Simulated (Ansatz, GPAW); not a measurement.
Given: the input of a run of GPAW 26.7.0 (ASE script) on InAu3. Atoms were shifted at random by some hundredths of an Å from the given cell, which wasn't relaxed again for these runs. The cell comes from a database or a generator and needn't be the stable form of this composition.

The input run.py:

```python
from ase import Atoms
from ase.dft.bandgap import bandgap
from ase.io import write
from ase.units import GPa
from gpaw import GPAW, PW, setup_paths

setup_paths.insert(0, '.')

atoms = Atoms(['Au', 'Au', 'Au', 'In'],
              cell=[[3.1605898, 0.0, 0.0],
                    [-1.5802949, 2.7371510577, 0.0],
                    [0.0, 0.0, 9.057575]],
              scaled_positions=[[0.332206, 0.672369, 0.750192],
                                [0.310823, 0.656391, 0.242058],
                                [0.666621, 0.337344, 0.507509],
                                [0.655077, 0.337435, 0.002993]],
              pbc=True)

calc = GPAW(mode=PW(600),
            xc='PBEsol',
            kpts={'size': (10, 10, 3), 'gamma': True},
            occupations={'name': 'fermi-dirac', 'width': 0.05},
            nbands=42,
            convergence={'density': 1e-05, 'energy': 1e-05},
            maxiter=150,
            txt='gpaw.txt')
atoms.calc = calc
energy = atoms.get_potential_energy()
forces = atoms.get_forces()
stress = atoms.get_stress()
calc.write('gs.gpw')
write('result.traj', atoms)
print(f'Energy: {energy:.6f} eV')
print('Forces (eV/A):')
print(forces.round(4))
print('Stress (GPa):', (stress / GPa).round(3))
print('Fermi level:', round(calc.get_fermi_level(), 4), 'eV')
print(f'Gap: {bandgap(calc)[0]:.4f} eV, direct: {bandgap(calc, direct=True)[0]:.4f} eV')
```

Potentials or basis: PAW data sets generated in the run's folder for this functional, pw.

Launch:

```console
$ gpaw-setup -f PBEsol Au In
$ OMP_NUM_THREADS=1 python run.py
```

Task: Translate it to Ansatz 0.2.0. Potentials or basis there: all-electron LAPW, scalar-relativistic.

Result: As run (cutoffs and basis follow the program's own potentials, and thresholds, step limits or extra output files can differ):

Contents of input.yaml:

```yaml
crystal:
  lattice:
    - [3.1605898, 0.0, 0.0]
    - [-1.5802949, 2.7371510577, 0.0]
    - [0.0, 0.0, 9.057575]
  atoms:
    - { symbol: Au, position: [0.332206, 0.672369, 0.750192] }
    - { symbol: Au, position: [0.310823, 0.656391, 0.242058] }
    - { symbol: Au, position: [0.666621, 0.337344, 0.507509] }
    - { symbol: In, position: [0.655077, 0.337435, 0.002993] }
kpoints:
  mp_grid: { grid: [10, 10, 3] }
scf:
  occupations: { method: fermi_dirac, width: 0.05 }
hamiltonian:
  xc: pbesol
  pseudopotentials: { kind: all_electron, lapw: { basis_error: 0.001 } }
output:
  forces: true
  stress: true
  eigenvalues: true
  populations: true
```

Potentials or basis: all-electron LAPW, scalar-relativistic.

Run with:

```bash
$ ansatz run input.yaml --threads 2 --pin off --max-ram 8192MiB --backend cpu --events-out ev --progress --plain --runs-dir out
```

Both were run:

|  | GPAW | Ansatz |
| --- | --- | --- |
| Pressure | -5.9 GPa | -6.8 GPa |
| Largest force | 0.679 eV/Å | 0.728 eV/Å |

Where Ansatz's input types no cutoff or centring, it takes its own default and a Γ-centred mesh.

Pressure is positive in compression.
